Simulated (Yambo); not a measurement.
Yambo run on CaC₂ (space group I4/mmm, No. 139). The wavefunctions come from this Quantum ESPRESSO step (PBEsol, PseudoDojo standard norm-conserving files, scalar-relativistic):

```
&CONTROL
  calculation = 'nscf'
  pseudo_dir = './pseudo'
  outdir = './out'
/
&SYSTEM
  ibrav = 0
  nat = 3
  ntyp = 2
  ecutwfc = 82.0
  ecutrho = 328.0
  occupations = 'fixed'
  force_symmorphic = .true.
  nbnd = 89
/
&ELECTRONS
  conv_thr = 3.0000000000000004e-09
  diago_full_acc = .true.
  diago_thr_init = 1e-08
/
ATOMIC_SPECIES
C 12.0110 C.upf
Ca 40.0780 Ca.upf
CELL_PARAMETERS angstrom
 -1.909973298000   1.909973298000   3.168637954000
  1.909973298000  -1.909973298000   3.168637954000
  1.909973298000   1.909973298000  -3.168637954000
ATOMIC_POSITIONS crystal
C   0.599549602300   0.599549602300   0.000000000000
C   0.400450397700   0.400450397700   0.000000000000
Ca   0.000000000000  -0.000000000000   0.000000000000
K_POINTS automatic
6 6 6 0 0 0
```

Yambo input:

```
rim_cut
gw0
dyson
el_el_corr
HF_and_locXC
ppa
em1d
RandQpts= 1000000
RandGvec= 1 Ry
EXXRLvcs= 82 Ry
VXCRLvcs= 328 Ry
Chimod= "HARTREE"
% BndsRnXp
 1 | 88 |
%
NGsBlkXp= 8 Ry
% LongDrXp
 1.0 | 1.0 | 1.0 |
%
PPAPntXp= 27.2114 eV
% GbndRnge
 1 | 88 |
%
GTermKind= "BG"
DysSolver= "n"
ExtendOut
% QPkrange
 1 | 1 | 9 | 10 |
 4 | 4 | 9 | 10 |
 12 | 12 | 9 | 10 |
 30 | 30 | 9 | 10 |
%
```

k points by index: 1 = Γ, 4 = X, 12 = N, 30 = Z.

Resulting energies as the program prints them:

```
#    K-point    Band    Eo [eV]    E [eV]    E-Eo [eV]    Vxc [eV]    Vnlxc [eV]    Sc|Eo [eV]    Sc|E [eV]    dSc/dw|Eo [eV]    Re(Z)    Im(Z)
#
    1    9    -0.960395    -1.984821    -1.024426    -14.00956    -16.81004    1.498847    1.776058    -7.362681    0.787043    -0.001474
    1    10    3.071627    4.287730    1.216103    -12.14642    -6.823832    -3.829022    -4.106489    -6.208037    0.814237    -0.001185
    4    9    -1.110347    -2.164520    -1.054173    -14.12223    -18.53846    3.058634    3.362060    -7.830203    0.776536    -0.002640
    4    10    1.042700    1.931294    0.888595    -10.67163    -6.392261    -3.199757    -3.390773    -5.848898    0.823082    -0.001164
    12    9    -0.862574    -1.933361    -1.070787    -13.94238    -18.22999    2.915797    3.216820    -7.648609    0.780587    -0.001664
    12    10    4.782802    5.691412    0.908610    -12.23266    -7.217287    -3.878347    -4.106764    -6.838455    0.799152    -0.003048
    30    9    0.000000    -0.921256    -0.921256    -14.95581    -18.92122    2.784041    3.044150    -7.681798    0.779845    -0.001475
    30    10    3.148474    4.273566    1.125091    -10.74168    -5.298017    -4.099116    -4.318569    -5.307136    0.836795    -0.001079
```
(The two width columns are left out.) Convergence of these settings isn't established.

Geometry relaxed with PBEsol.

The structure is a Materials Project entry; no match was found in the copy of COD used, and its stability was not checked.
